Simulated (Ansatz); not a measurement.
## Lu2Pd2Pb squeezed and stretched

A database entry relaxed whole under r2SCAN (P4/mbm):

```
Lu Pd Pb
1.0
     7.71109    0.00000    0.00000
     0.00000    7.71109    0.00000
     0.00000    0.00000    3.58621
Lu Pd Pb
4 4 2
Direct
  0.16966 0.66966 0.50000
  0.33034 0.16966 0.50000
  0.83034 0.33034 0.50000
  0.66966 0.83034 0.50000
  0.37338 0.87338 0.00000
  0.12662 0.37338 0.00000
  0.62662 0.12662 0.00000
  0.87338 0.62662 0.00000
  0.00000 0.00000 0.00000
  0.50000 0.50000 0.00000
```

The cell was scaled uniformly, its shape held, and the atoms relaxed at each volume with plane-wave PAW DFT (Ansatz 0.2.0; r2SCAN, 500 eV, 5×5×9 Γ-centred mesh, fermi-dirac occupations of width 0.100 eV; no spin, no spin-orbit coupling). One row is withheld.

```tsv
volume (Å³/atom)	energy over the lowest (meV/atom)	pressure (GPa)
20.045	25.6	6.88
20.471	10.8	4.31
20.897	2.5	2.01
21.324	0.0	-0.02
21.750	2.6	-1.85
22.177	?	?
22.603	21.1	-4.92
```

Problem. Fit the pressures of the other rows to the third-order Birch-Murnaghan form.

Solution. With f = [(V₀/V)^(2/3) − 1]/2 and P = 3B₀f(1 + 2f)^(5/2)[1 + 3(B₀′ − 4)f/2], least squares gives V₀ = 21.32 Å³ an atom, B₀ = 96.4 GPa and B₀′ = 4.7; the rows miss the fit by less than 0.01 GPa. The slope of the energies differs from these pressures by less than 0.05 GPa.

Problem. What does the withheld row hold?

Solution. The fit gives -3.47 GPa at 22.177 Å³; the run gave -3.47 GPa and 9.8 meV an atom.

Caveats: the shape of the cell was held, so B₀ is an upper bound where the axes differ in stiffness; 0 K, fixed nuclei; the symmetry was kept, and this need not be the phase that is stable at 0 K; one mesh for all volumes; pressure is positive in compression.
